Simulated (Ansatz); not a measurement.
One stationary structure of ZrO2. Space group Pca2₁ (No. 29). Level of theory: PBE (plane waves to 420 eV, PAW, scalar-relativistic; Ansatz, a program for electronic structure).

Space group Pca2₁ (No. 29); a = 5.324 Å, b = 5.098 Å, c = 5.128 Å, α = 90.00°, β = 90.00°, γ = 90.00°

```tsv
atom	site	symmetry	x	y	z
Zr	4a	1	0.0306	0.2658	0.2499
O	4a	1	0.3645	0.0651	0.1047
O	4a	1	0.2260	0.5346	0.0015
```

Problem. Estimate the band gap that PBE returns for this input.

Solution. 3.86 eV, indirect (valence top at Γ, conduction bottom at Y) (no spin-orbit coupling).

Problem. Estimate the smallest direct gap that PBE returns for this input.

Solution. 3.99 eV at Y.

No spin polarisation in the result.

The run could not lose the symmetry of its start; a randomly shaken copy of 12 atoms returns to this structure.

The first start was generated by placing the elements on the sites of a structure type. A measured structure of ZrO2 has the same space group, Pca2₁ (No. 29); the sites were not compared with it. Another known form has space group No. 14.
